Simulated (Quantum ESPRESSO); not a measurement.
Si2PCN3, convergence and cost over cutoff and k mesh

A calculation, not a measurement. The program is pw.x of Quantum ESPRESSO 7.5 (plane-wave density functional theory). The cell is made up: 7 atoms on a zincblende/diamond lattice with one site empty, with randomly drawn elements, strain and displacements, not relaxed. PseudoDojo standard norm-conserving files (v0.5 for PBE, v0.4.1 for LDA and PBEsol) set the functional; there is no spin polarisation, spin-orbit coupling or dispersion term, and the masses in the input are unused placeholders.

Input of the run in row 4:

```
&control calculation='scf', pseudo_dir='./dojo.nc.sr.pbe.v0_5.standard.upf', outdir='./o', disk_io='medium', tprnfor=.true., tstress=.true. /
&system ibrav=0, nat=7, ntyp=4, nbnd=22, ecutwfc=84.00895049, nosym=.true., tot_charge=0,
 occupations='smearing', smearing='fd', degauss=0.0018374661
/
&electrons conv_thr=7.350e-09, electron_maxstep=60, /
ATOMIC_SPECIES
C 1.0 C.upf
N 1.0 N.upf
P 1.0 P.upf
Si 1.0 Si.upf
CELL_PARAMETERS angstrom
4.0778 0.0298 0.0188
0.0298 4.0698 -0.0395
0.0188 -0.0395 4.2128
ATOMIC_POSITIONS angstrom
Si 0.0475 -0.0435 0.0333
Si 0.0249 1.913 1.9614
P 2.029 1.9579 -0.0984
C 1.1288 1.1259 1.056
N 1.0637 2.9698 3.1739
N 3.0522 1.0607 3.2131
N 3.0901 3.0152 0.9051
K_POINTS automatic
4 4 4 1 1 1
```

The same cell was run at these settings. Meshes are shifted by half a step, and differences are from the last row, which is itself not exact.

```
cutoff (eV)     k mesh  k points solved  threshold (eV)  free energy less the last row's (eV)  pressure (GPa)  largest stress difference (GPa)  largest force difference (eV/Å)  iterations  wall time (s)  k-point pools              processor
        800  2 x 2 x 2                4           1e-04                                 0.524            1.39                             4.25                            0.214           7             13              1  AMD EPYC, Zen 5 class
       1143  2 x 2 x 2                4           1e-07                                 0.236            5.76                             0.71                            0.231          12             25              1  AMD EPYC, Zen 5 class
        682  4 x 4 x 4               32           1e-07                                 1.163           -7.25                            12.74                            0.038          12             48              1  AMD EPYC, Zen 5 class
       1143  4 x 4 x 4               32           1e-07                                 0.002            5.43                             0.01                            0.004          12            107              1  AMD EPYC, Zen 5 class
       1437  6 x 6 x 6              108           1e-07                                 0.000            5.43                             0.00                            0.000          12            438              1  AMD EPYC, Zen 5 class
```

Each pool is one process. Wall times include start-up and a band step at six k points, which weighs most on the coarsest meshes. The runs were on shared virtual cores whose load varied, so times are rough.